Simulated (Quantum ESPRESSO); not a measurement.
## Si3FNO4 (convergence and cost over cutoff and k mesh)

A calculation, not a measurement. The program is pw.x of Quantum ESPRESSO 7.5 (plane-wave density functional theory). The cell is made up: 9 atoms on a quartz lattice, with randomly drawn elements, strain and displacements, not relaxed. PseudoDojo standard norm-conserving files (v0.5 for PBE, v0.4.1 for LDA and PBEsol) set the functional; there is no spin polarisation, spin-orbit coupling or dispersion term, and the masses in the input are unused placeholders.

Input of the run in row 4:

```
&control calculation='scf', pseudo_dir='./dojo.nc.sr.pbe.v0_5.standard.upf', outdir='./o', disk_io='low', tprnfor=.true., tstress=.true. /
&system ibrav=0, nat=9, ntyp=4, nbnd=30, ecutwfc=84.00895049, nosym=.true., tot_charge=0,
 occupations='smearing', smearing='fd', degauss=0.0018374661
/
&electrons conv_thr=7.350e-09, electron_maxstep=60, /
ATOMIC_SPECIES
F 1.0 F.upf
N 1.0 N.upf
O 1.0 O.upf
Si 1.0 Si.upf
CELL_PARAMETERS angstrom
4.8373 0.0139 -0.0181
-2.4066 4.3135 0.037
-0.0199 0.0354 5.3328
ATOMIC_POSITIONS angstrom
Si 2.2887 0.0097 3.4331
Si -1.2871 2.0459 1.8444
Si 1.2944 2.2498 0.0813
F 1.2991 1.1713 4.2229
N 3.2547 0.6836 2.4354
O 2.6732 2.5409 0.5993
O 0.317 1.7452 1.1301
O -1.0631 3.208 2.9436
O 0.7833 3.7554 4.7333
K_POINTS automatic
5 5 4 1 1 1
```

The same cell was run at these settings. Meshes are shifted by half a step, and differences are from the last row, which is itself not exact.

| cutoff (eV) | k mesh | k points solved | threshold (eV) | free energy less the last row's (eV) | pressure (GPa) | largest stress difference (GPa) | largest force difference (eV/Å) | iterations | wall time (s) | k-point pools | processor |
| --- | --- | --- | --- | --- | --- | --- | --- | --- | --- | --- | --- |
| 800 | 2 x 2 x 2 | 4 | 1e-04 | 0.911 | 9.68 | 9.35 | 0.030 | 7 | 8 | 4 | Intel Xeon, 2023 or later |
| 1143 | 1 x 1 x 1 | 1 | 1e-07 | 0.161 | 19.63 | 2.17 | 0.718 | 12 | 13 | 4 | Intel Xeon, 2023 or later |
| 699 | 5 x 5 x 4 | 50 | 1e-07 | 3.143 | -4.71 | 23.82 | 0.079 | 11 | 28 | 4 | Intel Xeon, 2023 or later |
| 1143 | 5 x 5 x 4 | 50 | 1e-07 | 0.002 | 18.98 | 0.02 | 0.001 | 12 | 60 | 4 | Intel Xeon, 2023 or later |
| 1437 | 7 x 7 x 6 | 147 | 1e-07 | 0.000 | 19.00 | 0.00 | 0.000 | 12 | 226 | 4 | Intel Xeon, 2023 or later |

Each pool is one process. Wall times include start-up and a band step at six k points, which weighs most on the coarsest meshes. The runs were on shared virtual cores whose load varied, so times are rough.